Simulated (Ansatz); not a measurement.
Starting cell, TaN (space group P-6m2):

```yaml
crystal:
  lattice:
    - [2.93603, 0.00000, 0.00000]
    - [-1.46801, 2.54267, 0.00000]
    - [0.00000, 0.00000, 2.88470]
  atoms:
    - { symbol: Ta, position: [0.00000, 0.00000, 0.50000] }
    - { symbol: N, position: [0.66667, 0.33333, 0.00000] }
```

Scan: atom 1 (Ta, nearest neighbour N at 2.226 Å; its periodic images, 2.9 Å or more away, move with it) is displaced along Cartesian x, direction (1.000, 0.000, 0.000) in Cartesian axes, by s. The other atoms stay.

Method: r2SCAN (plane waves to 500 eV, PAW, scalar-relativistic; Ansatz, a quantum-chemistry and plane-wave program). k mesh 10×10×9 (Γ-centred), Fermi-Dirac smearing 0.05 eV. E stands for the smeared free energy. With partly filled bands, energies and forces of such displacements shift with the k mesh and the smearing. At this level the bands of TaN touch or barely overlap. Spin-orbit coupling is left out, though Ta is heavy. TaN is run without spin polarisation. TaN was relaxed with its symmetry unable to fall. This is one of several known forms of TaN; the measured ambient cells at hand have space group No. 189. ΔE is measured from the undisplaced structure. The last digit holds for this mesh only.

```csv
s (Å),ΔE (meV/cell)
-0.670,withheld
-0.536,1694.1
-0.402,1029.2
-0.268,472.5
-0.134,120.5
0.000,0.0
0.134,120.5
0.268,472.5
0.402,1029.2
0.536,1694.1
0.670,withheld
```

Question: Fit an even polynomial form (powers 2, 4, 6) to the given rows and predict ΔE at s = 0.670.

Answer: Least squares on the 9 given rows: ΔE = (6685)·s² + (-957.3)·s⁴ + (-6218)·s⁶, in meV/cell with s in Å; root-mean-square residual 0.43 meV/cell. At 0.670 the fit gives 2245.5 meV/cell; the calculation gives 2408.4 meV/cell, so the extrapolation is off by -162.9 (-6.8 %). The quadratic term alone would give 3000.9 meV/cell.

(A displaced cell: forces are minus the slopes of the energy, force constants its curvatures, and phonons follow from these.)
